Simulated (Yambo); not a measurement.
G0W0@LDA for MgS (rock salt, space group Fm-3m, No. 225) in Yambo. Reference settings: 6×6×6 Γ-centred k mesh, bands 5 to 80 and a 10 Ry block in the screening, 80 bands in G with the Bruneval-Gonze terminator, plasmon pole fitted at 27.2 eV. The LDA gap Γ → X on this mesh is 2.65 eV; G0W0 gaps are taken between the same points.

With and without the terminator, as bands are cut:

```tsv
bands in G (in W)	gap, terminator (eV)	gap, none (eV)	valence shift, terminator (eV)	valence shift, none (eV)
18 (18)	4.641	4.480	-0.623	-0.199
27 (27)	4.620	4.492	-0.840	-0.544
42 (42)	4.625	4.532	-0.978	-0.778
62 (62)	4.650	4.585	-1.076	-0.942
80 (80)	4.660	4.616	-1.112	-1.021
```

Over this range the gap spans 0.040 eV with the terminator and 0.136 eV without, the valence shift 0.489 eV and 0.822 eV. Neither column has reached its limit for certain.

Geometry relaxed with LDA; primitive cell a = b = c = 3.628 Å, α = β = γ = 60.00°.

A shift is the quasiparticle energy of the state minus its LDA energy.
